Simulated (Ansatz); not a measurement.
**V: from a starting cell to a relaxed one**

The start is a relaxed V cell, doubled along one cell vector, shaken by Gaussian noise of σ = 0.08 Å a coordinate. A full variable-cell relaxation at zero pressure is run with r2SCAN (plane waves to 500 eV, PAW, scalar-relativistic; Ansatz, a first-principles code). The first steps use a coarse 14×14×2 k-mesh.

The start:
```
V
1.0
    2.62900     0.00000     0.00000
   -1.31450     2.27678     0.00000
    0.00000     0.00000    18.29900
V
8
Cartesian
 -0.00516   0.04261   0.03851
 -0.04941  -0.16665   9.29735
 -0.16967   0.07257   4.66118
  0.04412  -0.12681  13.72777
 -0.07196   1.55776   2.32902
 -0.08014   1.44457  11.46725
  1.38820   0.70262   6.73933
  1.41600   0.65079  15.99425
```

Problem. Which atoms feel the largest initial force, and how large is it?

Solution. 2.25 eV/Å, on V7 (atoms numbered as listed).

Problem. By how much does the energy per atom fall from start to end?

Solution. 0.28 eV/atom.

Problem. How does the volume change?

Solution. -2.9 %, from 13.69 to 13.29 Å³/atom.

Problem. Is the relaxed structure metallic? Give its gap.

Solution. No gap (metallic).

Final values are on a 23×23×23 k-mesh of the relaxed cell. No spin polarisation in the result.

The relaxed structure here is a generated cell of V: the first start was made by placing the elements on the sites of a structure type, and the end was not matched to a known phase here, so it may be hypothetical. Known forms of V include space group No. 229.
